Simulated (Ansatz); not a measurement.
The elements of this relaxed trial crystal are hidden behind letters.

```
lattice vectors (Å)
   4.6750    0.0000    0.0000
   0.0000    4.6750    0.0000
   0.0000    0.0000    4.6750
fractional positions
X 0.5000 0.5000 0.5000
Z 0.0000 0.0000 0.0000
Q 0.0000 0.0000 0.5000
Q 0.0000 0.5000 0.0000
Q 0.5000 0.0000 0.0000
```

Method: DFT PBE, scalar-relativistic, plane waves, PAW (Ansatz). Cutoff 420 eV, Γ-centred 6×6×6 mesh (5-atom cell), Gaussian smearing of 0.02 eV, no spin polarisation.

```
Space group                              : Pm-3m (No. 221)
Conventional cell                        : a = 4.675 Å
Volume per atom                          : 20.44 Å³
Density                                  : 2.97 g/cm³
Formation energy                         : −2.061 eV/atom
Gap on the 6×6×6 mesh of the 5-atom cell : 0.92 eV
```

Energies are uncorrected and count from the elements' standard states at the same level.

Q: X is an s-block element of period 2, Z is a p-block element of period 5 and Q is a p-block element of period 2. Which elements are they?

A: X = Li, Z = Sn, Q = F, so the formula is LiSnF3, here in the cubic perovskite type. Density times volume gives a mean mass of 2.97 × 20.44/1.6605 = 36.6 u per atom, and this set has 36.5 u. Li has 12 F at 3.31 Å (long contacts); around Sn lie 6 F at 2.34 Å; F is surrounded by 2 Sn at 2.34 Å, 4 Li at 3.31 Å and 8 F at 3.31 Å. Other sets within the hints have nearly the same mass, so mass alone doesn't settle it; this one was computed.

Kohn–Sham gaps at this level usually fall short of measured ones. A structure relaxed within its symmetry needn't be a true minimum.
